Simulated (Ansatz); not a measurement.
The relaxed structure here is a generated cell of Be: the first start was made by placing the elements on the sites of a structure type, and the end was not matched to a known phase here, so it may be hypothetical. Known forms of Be include space group No. 194.

A relaxed cell of Be (I4/mmm (No. 139)), relaxed on a k-mesh at least as fine as the one used below. Method: PBEsol (plane waves to 420 eV, PAW, scalar-relativistic; Ansatz, a first-principles code). Γ-centred k-mesh 20×20×20 on the run's cell (coarser than for final values), Fermi–Dirac smearing 0.05 eV.

```
Be
1.0
   -2.21727     2.21727     7.41818
    0.00000     0.00000     7.41818
    0.00000     2.21727     0.00000
Be
4
Direct
  0.00000   0.85108   0.00000
  0.50000   0.85108   0.00000
  0.00000   0.14892   0.00000
  0.50000   0.14892   0.00000
```

The atoms are displaced along an unstable phonon of this cell by (Å):

```tsv
atom	ux	uy	uz
Be1	0.000	0.150	0.000
Be2	0.000	-0.150	0.000
Be3	0.000	-0.150	0.000
Be4	0.000	0.150	0.000
```

### Question
What forces (eV/Å) and pressure result?

### Answer
```json
[
 {"atom": "Be1", "Fx": "0.00", "Fy": "0.21", "Fz": "0.07"},
 {"atom": "Be2", "Fx": "0.00", "Fy": "-0.21", "Fz": "0.07"},
 {"atom": "Be3", "Fx": "0.00", "Fy": "-0.21", "Fz": "-0.07"},
 {"atom": "Be4", "Fx": "0.00", "Fy": "0.21", "Fz": "-0.07"}
]
```

Pressure -0.6 GPa.

The undisplaced cell is probably no minimum: from this displacement the run went on to Cmcm (No. 63), 0.19 eV/atom below it.

No spin polarisation in the result.
